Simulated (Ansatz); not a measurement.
BN in space group P6_222 (No. 180; B on 3d, N on 3c), a = b = 2.595 Å, c = 5.799 Å, α = β = 90.00°, γ = 120.00°.

Relaxed with PBE+D3(BJ).

Decompose the optical modes at the zone centre into irreducible representations, and say which are infrared and Raman allowed.

Point group 622: Γ_opt = A2 + 2B1 + 2B2 + 3E1 + 2E2. Infrared: A2, E1. Raman: E1, E2.

Assign frequencies (DFPT, PBE+D3(BJ) (plane waves, PAW; program Ansatz); without the LO–TO term).

B1 441, E1 498, B2 536, B1 707, E1 799, E2 824, A2 847, E1 862, B2 909, E2 1130 cm⁻¹.

Subscripts of B labels follow the axes of the standard setting.

The cell is a constructed one: a structure type filled with these elements; neither database checked (COD, Materials Project) lists it. It is not the phase usual at ambient conditions (space group No. 186, 194, 216). Symmetry was held in the PBE+D3(BJ) relaxation; phonons on a q-mesh show no instability.

Potentials: the later of the program's two PAW sets.
